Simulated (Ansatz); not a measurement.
The elements of this relaxed trial crystal are hidden behind letters.

```
lattice vectors (Å)
   4.3375    0.0000    0.0000
   0.0000    4.3375    0.0000
   0.0000    0.0000    3.5446
fractional positions
X 0.0000 0.0000 0.5000
X 0.5000 0.5000 0.0000
Z 0.7500 0.2500 0.2500
Z 0.2500 0.7500 0.2500
Z 0.2500 0.2500 0.7500
Z 0.7500 0.7500 0.7500
```

Level of theory: Ansatz, DFT PBE, scalar-relativistic, plane waves, PAW. Settings of the last relaxation (6-atom cell): 420 eV, 10×10×10 k points, Gaussian smearing of 0.10 eV, collinear spin.

```
Space group                                 : P4_2/nnm (No. 134)
Conventional cell                           : a = 4.337 Å, c = 3.545 Å
Volume per atom                             : 11.11 Å³
Density                                     : 2.94 g/cm³
Energy over the elements                    : −1.90 eV/atom
Gap on the 10×10×10 mesh of the 6-atom cell : 0 eV (a metal)
Net moment per atom                         : 0.33 μB
```

Energies are uncorrected and count from the elements' standard states at the same level.

Q: X is a p-block element of period 3 and Z is a p-block element of period 2. Which elements are they?

A: X = Al, Z = O, so the formula is AlO2. Density times volume gives a mean mass of 2.94 × 11.11/1.6605 = 19.7 u per atom, and this set has 19.7 u. Around Al lie 4 O at 1.77 Å; O is surrounded by 2 Al at 1.77 Å. Other sets within the hints have nearly the same mass, so mass alone doesn't settle it; this one was computed.

The magnetic state reached may not be the lowest. Symmetry constrained the relaxation, so the result can be a saddle point. Another cell of AlO2 relaxed alike, in Pnma (a cell as deposited in COD), lies 225 meV/atom lower, so this cell isn't the stable form at this level.
